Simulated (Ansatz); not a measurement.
# HfZrW$_{4}$: what symmetry allows forces and stress to be

```
Zr Hf W
1.0
     0.00000    3.64699    3.70409
     3.64699    0.00000    3.70409
     3.64699    3.64699    0.00000
Zr Hf W
1 1 4
Direct
  0.00000 0.00000 0.00000
  0.75000 0.75000 0.75000
  0.35303 0.35303 0.38302
  0.91093 0.38302 0.35303
  0.35303 0.35303 0.91093
  0.38302 0.91093 0.35303
```

The calculation used DFT PBEsol, scalar-relativistic, plane waves, PAW (Ansatz 0.2.0).

Plane waves to 420 eV, a k mesh through Γ of 8×8×8 on the computed 6-atom cell and Gaussian smearing (0.10 eV); no spin polarisation.

This distorted cell has space group I-4m2, with 8 operations.

Without a calculation: in which directions can each atom feel a force?

A force must be left unchanged by every operation that keeps its atom in place, so it lies in the space that those operations leave fixed. Atoms that the group maps onto each other feel forces of one size.
| atom | site symmetry | operations at the site | equivalent to atom | allowed force (Cartesian) |
| --- | --- | --- | --- | --- |
| Zr1 | -4m2 | 8 | 1 | none |
| Hf2 | -4m2 | 8 | 2 | none |
| W3 | .m. | 2 | 3 | in the plane normal to (0.71, -0.71, 0.00) |
| W4 | .m. | 2 | 3 | in the plane normal to (0.71, 0.71, 0.00) |
| W5 | .m. | 2 | 3 | in the plane normal to (0.71, -0.71, 0.00) |
| W6 | .m. | 2 | 3 | in the plane normal to (0.71, 0.71, 0.00) |

That leaves 2 independent force components of 18. A relaxation in this cell that keeps the symmetry moves the atoms in these directions alone.

And the stress tensor?

It must be invariant under the point group, which leaves 2 independent components: yz, xz, xy vanish; xx = yy.

Do the computed values obey this?

Yes. Forces (eV/Å):
```
Zr1  0.000  0.000  0.000
Hf2  0.000  0.000  0.000
W3   5.982  5.982  8.388
W4   5.982 -5.982 -8.388
W5  -5.982 -5.982  8.388
W6  -5.982  5.982 -8.388
```

Stress (GPa, compression positive, xx yy zz yz xz xy): 45.26 45.26 38.45 0.00 0.00 0.00. The program imposes the same operations on density, forces and stress, so this confirms the analysis and is no independent test of the calculation.

Spin–orbit coupling is left out, which can shift energies with elements as heavy as these.